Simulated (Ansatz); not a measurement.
Si₃Ge in space group P-4m2 (No. 115; Si on 2g, Si on 1a, Ge on 1c) at seven volumes, the program Ansatz at the PBEsol level (PAW), shape and atoms relaxed at each. One row is withheld.

| V (Å³/atom) | P (GPa) |
|---|---|
| 18.775 | ? |
| 19.394 | 6.20 |
| 20.013 | 2.85 |
| 20.632 | 0.00 |
| 21.251 | -2.43 |
| 21.870 | -4.49 |
| 22.489 | -6.23 |

**Question.** Fit the shown pressures and predict the withheld one.

**Answer.** Third-order Birch–Murnaghan: P = (3/2)B₀(x^(7/2) − x^(5/2))[1 + (3/4)(B′ − 4)(x − 1)] with x = (V₀/V)^(2/3). Least squares on the six rows gives V₀ = 20.631 Å³/atom, B₀ = 87.47 GPa, B′ = 4.43. At V = 18.775, x = 1.0649 and P = 10.17 GPa. The run itself gave 10.12 GPa.

The start of the workflow was typed in or built on a structure type; neither database checked (COD, Materials Project) lists it. Whether it is the stable phase at ambient conditions was not checked. The PBEsol relaxation kept the symmetry of its start; its stability against distortions is not shown here.

Potentials: the later of the program's two PAW sets.
